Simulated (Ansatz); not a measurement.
An Ansatz (a quantum-chemistry and plane-wave program) run. Input:

Ansatz 0.2 input:
```yaml
crystal:
  lattice:
    - [-2.5846719379, 2.5846719379, 2.5846719379]
    - [2.5846719379, -2.5846719379, 2.5846719379]
    - [2.5846719379, 2.5846719379, -2.5846719379]
  atoms:
    - { symbol: Ge, position: [0.0, 0.0, 0.0] }
    - { symbol: F, position: [0.0, 0.6228276288, 0.0] }
    - { symbol: F, position: [0.3771723712, 0.3771723712, 0.3771723712] }
    - { symbol: F, position: [0.6228276288, 0.0, 0.0] }
    - { symbol: F, position: [0.0, 0.0, 0.6228276288] }
kpoints:
  mp_grid: { grid: [5, 5, 5] }
hamiltonian:
  xc: hse06
  pseudopotentials: { kind: paw }
scf:
  n_extra_bands: 6
  occupations: { method: fixed }
output:
  eigenvalues: true
  eigenstates:
    e_range: [-9.0, 15.8]
    kpoints:
      - [0.5, 0.5, 0.5]  # VBM
      - [0.0, 0.0, 0.0]  # CBM
      - [0.0, 0.0, 0.0]  # GAMMA
      - [0.5, -0.5, 0.5]  # H
      - [0.25, 0.25, 0.25]  # P
      - [0.0, 0.0, 0.5]  # N
```

Output (shortened):

```
Pseudopotential: Ge, paw, valence charge 14
Pseudopotential: F, paw, valence charge 7
Functional definition: HSE06
davidson cushion auto → on  (no smearing: the cushion is to keep the highest requested band from converging to the state above it …
Crystal: 5 atoms, lattice volume = 69.068 Å³
Basis set: ecut = 420 eV, 1409 PW (Γ)
Bands: 27, of which v1, the nominal top of the filled ones, is band 21 counted from 1 (20 counted from 0)
Symmetry: 24 space group operations
Space group: I-43m (ITA 217), of the structure as read, at distance tolerance 4.1e-5 Å
k-points: 10 of 125 (time reversal used)
SCF iter   1: F=—  HF=-7528.792240 eV  |F-HF|=—  |Δ(HF+E_count)|=         —  Δρ=1.56e-3  dr2=1.01e-3  ethr=1.77e-3  ⟨swp⟩=2.0  Hψ=1857  notcnv=0
preconditioner: auto → none
SCF iter   2: F=-7528.792892 eV  HF=-7528.792730 eV  |F-HF|=1.62e-4  |Δ(HF+E_count)|=   4.90e-4  Δρ=6.57e-4  dr2=1.32e-4  ethr=2.41e-6  ⟨swp⟩=4.3  Hψ=898  notcnv=0
SCF 1 stopped early in 2 iterations: F = -7528.792892 eV  dr2 = 1.32e-4
Crystal: 5 atoms, lattice volume = 69.068 Å³
Exchange kernel: α = 0.2500, screened, ω = 0.2079 Å⁻¹, Wigner–Seitz truncation, v(0) = 1046.3573 eV·Å³, q-mesh 5×5×5, nearest image of the exchange supercell L …
Frozen-core exchange: fock
SCF iter   1: F=—  HF=-7529.052104 eV  |F-HF|=—  |Δ(HF+E_count)|=         —  Δρ=1.16e-2  dr2=7.18e-2  ethr=3.14e-6  ⟨swp⟩=6.4  Hψ=1245  notcnv=0
preconditioner: auto → none
SCF iter   2: F=—  HF=-7529.027937 eV  |F-HF|=—  |Δ(HF+E_count)|=   2.42e-2  Δρ=6.05e-3  dr2=8.03e-3  ethr=3.14e-6  ⟨swp⟩=4.0  Hψ=1054  notcnv=0
SCF iter   3: F=—  HF=-7529.041773 eV  |F-HF|=—  |Δ(HF+E_count)|=   1.38e-2  Δρ=2.79e-3  dr2=3.20e-3  ethr=3.14e-6  ⟨swp⟩=3.9  Hψ=877  notcnv=0
SCF iter   4: F=—  HF=-7529.040815 eV  |F-HF|=—  |Δ(HF+E_count)|=   9.58e-4  Δρ=7.93e-4  dr2=2.25e-4  ethr=3.14e-6  ⟨swp⟩=3.0  Hψ=648  notcnv=0
SCF iter   5: F=—  HF=-7529.041052 eV  |F-HF|=—  |Δ(HF+E_count)|=   2.37e-4  Δρ=3.94e-4  dr2=7.37e-5  ethr=4.20e-7  ⟨swp⟩=3.0  Hψ=705  notcnv=0
iter 6 solved again at ethr=4.82e-9 eV; its pass at ethr=1.53e-7 eV (dr2=2.03e-6 eV) is discarded
SCF iter   6: F=-7529.041029 eV  HF=-7529.041031 eV  |F-HF|=2.07e-6  |Δ(HF+E_count)|=   2.10e-5  Δρ=6.66e-5  dr2=2.11e-6  ethr=4.82e-9  ⟨swp⟩=2.6  Hψ=1365  notcnv=0
SCF 2 stopped early in 6 iterations: F = -7529.041029 eV  dr2 = 2.11e-6
hybrid outer 1: dexx = +1.729e-2 eV, tail = 1.03e-4 eV
Crystal: 5 atoms, lattice volume = 69.068 Å³
Exchange kernel: α = 0.2500, screened, ω = 0.2079 Å⁻¹, Wigner–Seitz truncation, v(0) = 1046.3573 eV·Å³, q-mesh 5×5×5, nearest image of the exchange supercell L …
Frozen-core exchange: fock
SCF iter   1: F=—  HF=-7529.041539 eV  |F-HF|=—  |Δ(HF+E_count)|=         —  Δρ=6.57e-5  dr2=1.35e-6  ethr=1.22e-6  ⟨swp⟩=3.0  Hψ=619  notcnv=0
preconditioner: auto → none
SCF iter   2: F=—  HF=-7529.041540 eV  |F-HF|=—  |Δ(HF+E_count)|=   7.72e-7  Δρ=2.16e-5  dr2=2.31e-7  ethr=2.69e-9  ⟨swp⟩=4.0  Hψ=1055  notcnv=0
SCF iter   3: F=-7529.041540 eV  HF=-7529.041540 eV  |F-HF|=4.93e-8  |Δ(HF+E_count)|=   5.67e-7  Δρ=1.26e-5  dr2=3.27e-8  ethr=3.52e-10  ⟨swp⟩=3.9  Hψ=898  notcnv=0
SCF 3 converged in 3 iterations: F = -7529.041540 eV  dr2 = 3.27e-8
hybrid outer 2: dexx = +7.872e-7 eV, tail = 1.79e-7 eV, Δε = 4.90e-3 eV (about 3.39e-4 eV left of the loop's levels)
NSCF: frozen V_eff on 6 k-points
hybrid SCF converged: 2 outer / 9 inner (+2 warm-up), last move |dexx| = 7.87e-7 eV, tail = 1.79e-7 eV
Stability not checked (fock_operator)
Free energy (F): -7529.041540 eV
Frozen-core exchange: fock
Harris-Foulkes:  -7529.041541 eV  (|F-HF|=4.93e-8)
Internal energy: -7529.041540 eV  (E = F + TS)
E sigma→0 (E₀):  -7529.041540 eV
Fermi energy:    -2.282748 eV
--- Per-component energies (eV) ---
  E_band       = -554.030903
  E_kinetic    = 942.568412
  E_local      = -5593.400187  (includes V_loc(G=0)·N_el)
  E_nonlocal   = 715.811515
  E_hartree    = 2277.533968
  E_xc         = -313.490144
  E_vxc        = -373.307079  (∫ρ·V_xc dr)
  E_exx        = -161.457723  (= α·E_x^exact, valence–valence)
  E_paw        = -2748.153879  (= ΣΔE_a)
  E_vpaw       = -477.868588  (= ΣTr[D̂ρ^β])
  E_aug_tail   = 0.008502  (compensation charges beyond the density's cutoff)
  E_ewald      = -2647.975840
  E_core_change = -0.486165  (= ΣΔE_core)
  E_smearing   =  0.000000  (= −TS)
  E_closure    =  0.000000  (closes the sum)
  Σ components = -7529.041540   (vs F -7529.041540, Δ=-9.09e-13)
  [band-id]    e_kinetic+e_local+e_nonlocal+2·e_hartree+e_vxc+2·e_exx+e_vpaw+e_augmentation_tail = -554.034933   (vs E_band -554.030903, Δ=-4.03e-3)
--- Band table (eV; the first three rows and the last of 10) ---
  k-point 0: bands = ["-26.9635", "-26.9635", "-26.9635", "-26.1525", "-26.1525", "-25.2650", "-23.1959", "-23.1959", "-23.1959", "-7.3244", "-6.0029", "-6.0029", "-6.0029", "-3.5041", "-3.5041", "-3.5041", "-2.6859", "-2.6859", "-2.5866", "-2.5866", …
  k-point 1: bands = ["-26.9644", "-26.9618", "-26.9596", "-26.1527", "-26.1527", "-25.1599", "-23.2906", "-23.2486", "-23.1974", "-7.7366", "-6.0221", "-5.8074", "-5.3441", "-3.5750", "-3.5020", "-3.3192", "-3.0250", "-2.8932", "-2.6505", "-2.5828", …
  k-point 2: bands = ["-26.9658", "-26.9597", "-26.9518", "-26.1533", "-26.1531", "-24.9593", "-23.4798", "-23.3300", "-23.1999", "-8.1055", "-6.0468", "-5.3673", "-4.4921", "-3.7617", "-3.6732", "-3.4308", "-3.1808", "-2.9303", "-2.8019", "-2.6007", …
  k-point 9: bands = ["-26.9518", "-26.9512", "-26.9512", "-26.1543", "-26.1542", "-24.6666", "-23.4730", "-23.4730", "-23.4574", "-8.7153", "-4.6579", "-4.6579", "-4.4665", "-4.3828", "-4.3306", "-3.5139", "-3.4303", "-3.4303", "-2.3549", "-2.3549", …
```

Cost: around 80 core-seconds (rough) on shared cores.

The points marked VBM and CBM come from a semilocal run.

The workflow started from a Materials Project entry (that database holds measured and hypothetical structures alike); the Crystallography Open Database files this formula in space group No. 217, but the cells were not matched. Its standing as an ambient phase is unchecked. Symmetry was held in the LDA relaxation; its stability against distortions is not shown here. A crystal of weakly bound molecules computed without a dispersion correction: the cell and the soft elastic constants depend strongly on that. Spin–orbit coupling is left out wherever it is not named.

Potentials: the later of the program's two PAW sets.

Ansatz is a plane-wave DFT program.
